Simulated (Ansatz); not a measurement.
CsH:
```
CsH
1.0
    0.00000     3.19046     3.19046
    3.19046     0.00000     3.19046
    3.19046     3.19046     0.00000
Cs H
1 1
Direct
  0.00000   0.00000   0.00000
  0.50000   0.50000   0.50000
```

The program Ansatz at the r²SCAN level (PAW) gives a gap of 2.68 eV without spin–orbit coupling, maximum at L, minimum at L.

What happens when spin–orbit coupling is switched on?

The gap hardly moves, to 2.68 eV; maximum at L, minimum at L.

Give the electron effective mass with spin–orbit coupling.

0.41, 0.51, 0.51 mₑ (principal values).

Give the hole effective mass with spin–orbit coupling.

0.57, 0.91, 0.91 mₑ (principal values).

Space group Fm-3m (rock salt). The first step of the workflow began from a Materials Project structure, measured or hypothetical; the Crystallography Open Database files this formula in space group No. 225, but the cells were not matched. Its standing as an ambient phase is unchecked. The r²SCAN relaxation kept the symmetry of its start; phonons on a q-mesh show no instability.

Potentials: the later of the program's two PAW sets.
